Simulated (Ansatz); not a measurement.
# Profile along the P–Ga line in GaP (zinc blende)

GaP (zinc blende)

```cif
data_Ga4P4
_chemical_formula_sum 'P4 Ga4'
_space_group_name_H-M_alt 'F-43m'
_space_group_IT_number 216
_space_group_name_Hall 'F -4 2 3'
_cell_length_a 5.45173
_cell_length_b 5.45173
_cell_length_c 5.45173
_cell_angle_alpha 90.000
_cell_angle_beta 90.000
_cell_angle_gamma 90.000
loop_
_atom_site_label
_atom_site_type_symbol
_atom_site_symmetry_multiplicity
_atom_site_Wyckoff_symbol
_atom_site_fract_x
_atom_site_fract_y
_atom_site_fract_z
_atom_site_occupancy
P1 P 4 c 0.25000 0.25000 0.25000 1
Ga1 Ga 4 a 0.00000 0.00000 0.00000 1
```
(The calculation used a cell of 2 atoms; values per cell refer to that cell.)

Fields along a shortest P–Ga line of a {110} plane (2.36 Å), from P to Ga, interpolated on the slice's grid (step about 0.2 Å). Level of theory: r2SCAN (plane waves to 500 eV, PAW, scalar-relativistic; Ansatz, an electronic-structure program). k mesh 10×10×10. Near the nuclei the fields are pseudised (PAW); where an atom keeps semicore shells as valence, they peak there. GaP was relaxed with its symmetry unable to fall. The PAW data are Ansatz's earlier set.

| distance from P (Å) | valence electron density (e/Å³) | electron localisation function |
|---|---|---|
| 0.00 | 0.04 | x |
| 0.12 | 0.07 | x |
| 0.24 | 0.18 | x |
| 0.35 | 0.38 | x |
| 0.47 | 0.60 | x |
| 0.59 | 0.76 | 0.76 |
| 0.71 | 0.79 | 0.89 |
| 0.83 | 0.78 | 0.92 |
| 0.94 | 0.70 | 0.92 |
| 1.06 | 0.62 | 0.89 |
| 1.18 | 0.56 | 0.78 |
| 1.30 | 0.53 | 0.58 |
| 1.42 | 0.56 | 0.39 |
| 1.53 | 0.67 | 0.28 |
| 1.65 | 1.04 | 0.21 |
| 1.77 | 2.16 | 0.13 |
| 1.89 | 5.48 | x |
| 2.01 | 13.69 | x |
| 2.12 | 28.06 | x |
| 2.24 | 43.95 | x |
| 2.36 | 44.49 | x |

x: too close to a nucleus for the ELF to mean much.

Density on the P–Ga line (2.36 Å) at its density minimum, 1.3 Å from P: 0.53 e/Å³. ELF at that point: 0.6. ELF maximum in the middle third of the P–Ga line: 0.92, 0.9 Å from P.
